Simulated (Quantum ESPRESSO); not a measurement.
Space group P4/nmm, origin choice 1 (No. 129); a = b = 3.844 Å, c = 9.085 Å, α = β = γ = 90.00°

```tsv
atom	site	symmetry	x	y	z
O	2b	-4m2	0.5000	0.5000	0.5000
I	2c	4mm	0.5000	0.0000	0.1747
Lu	2c	4mm	0.0000	0.5000	0.3817
```

Cell and atoms were relaxed with PBE+D3(BJ) from Materials Project entry mp-973585, within its symmetry.

### Question
What does norm-conserving PBEsol (Quantum ESPRESSO, 100 Ry, without SOC) give for the electronic structure near the Fermi level?

### Answer
The PBEsol gap is indirect, 3.16 eV, from 75 % of the way from Γ to X to M; the smallest direct gap is 3.36 eV. Another conduction extremum on the path lies within 0.02 eV, too close to call. Spin-orbit coupling is left out, which matters for elements this heavy: edges can move by tenths of an eV. The 4f states are in the valence at their DFT position.
